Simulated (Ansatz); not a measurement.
An Ansatz (a first-principles code) input:

Ansatz 0.2 input:
```yaml
crystal:
  lattice:
    - [0.0, 3.3279875671, 3.3279875671]
    - [3.3279875671, 0.0, 3.3279875671]
    - [3.3279875671, 3.3279875671, 0.0]
  atoms:
    - { symbol: Sn, position: [0.25, 0.25, 0.25] }
    - { symbol: Sn, position: [0.0, 0.0, 0.0] }
kpoints:
  mp_grid: { grid: [8, 8, 8] }
  band_path:
    path:
      - [[0.0, 0.0, 0.0], [0.5, 0.0, 0.5], [0.625, 0.25, 0.625]]  # Γ-X-U
      - [[0.375, 0.375, 0.75], [0.0, 0.0, 0.0], [0.5, 0.5, 0.5], [0.5, 0.25, 0.75], [0.5, 0.0, 0.5]]  # K-Γ-L-W-X
    npoints: 12
basis: { xc_grid: 2 }
hamiltonian:
  xc: pbe
  pseudopotentials: { kind: paw }
magnetization: { noncollinear: true, spin_orbit: true }
scf:
  n_extra_bands: 12
  convergence: { dr2_threshold: 0.0000000001 }
  occupations: { method: gaussian, width: 0.05 }
output: { eigenvalues: true }
```

Problem. How many symmetry operations and irreducible k-points will the run report?

Solution. 48 operations, 29 of 512 k-points.

Problem. With a cutoff of 420 eV, how many plane waves at Γ?

Solution. 1459.

It took very roughly 23 core-seconds on shared server cores.

Space group Fd-3m (diamond). This is a known low-temperature phase of the composition, computed here at zero pressure and temperature. The cell was relaxed with PBE under the symmetry of its start; phonons on a q-mesh show no instability. The volume moved by 30 % from the start of the relaxation.

Potentials: the later of the program's two PAW sets.

Ansatz is a plane-wave DFT program.
